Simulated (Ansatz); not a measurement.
Input:

C:
```xyz
8
Lattice="2.5098 0.0000 0.0000 -1.2549 2.1736 0.0000 0.0000 0.0000 8.2803" Properties=species:S:1:pos:R:3 pbc="T T T"
C      0.0000     0.0000     4.9097
C      0.0000     0.0000     3.3706
C      0.0000     0.0000     0.7696
C      0.0000     0.0000     7.5107
C      0.0000     1.4491     2.8526
C      1.2549     0.7245     5.4277
C      1.2549     0.7245     6.9927
C      0.0000     1.4491     1.2876
```

This is the r²SCAN-relaxed structure.

Question: All from DFT-r²SCAN in the program Ansatz with PAW potentials, unless another level is named. Give the bulk modulus (Birch–Murnaghan fit).

Answer: 451 GPa.

Question: Predict the zero-point energy.

Answer: 183.1 meV/atom.

Space group P6_3/mmc. The workflow started from a Materials Project entry (that database holds measured and hypothetical structures alike). Its sites differ from those of the usual phase in this space group: another stacking or structure type. The cell was relaxed with r²SCAN under the symmetry of its start; phonons on a q-mesh show no instability.

Potentials: the later of the program's two PAW sets.
